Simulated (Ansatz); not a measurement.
Theory: DFT, r2SCAN, plane waves (500 eV) with PAW, scalar-relativistic in Ansatz. (PAW data from PBE, frozen cores regenerated.)

An element in the dhcp structure gives this curve. The cell is scaled uniformly from the relaxed one, with fractional coordinates and shape fixed. Energies are extrapolated to zero smearing, pressures are those at the given smearing. Magnetic state: spin not included.

| V (Å³/atom) | E − E₀ (meV/atom) | P (GPa) |
| --- | --- | --- |
| 16.344 | 200.4 | 31.93 |
| 17.087 | 82.8 | 19.28 |
| 17.830 | 19.0 | 8.76 |
| 18.573 | 0.0 | -0.01 |
| 19.316 | 18.2 | -7.29 |
| 20.059 | 67.2 | -13.34 |
| 20.802 | 141.9 | -18.34 |

Problem. Which element is it?
A. tungsten
B. molybdenum
C. lithium
D. tantalum

Solution. D. Its fit is V₀ = 18.56 Å³/atom, B₀ = 200 GPa, B₀′ = 3.6.
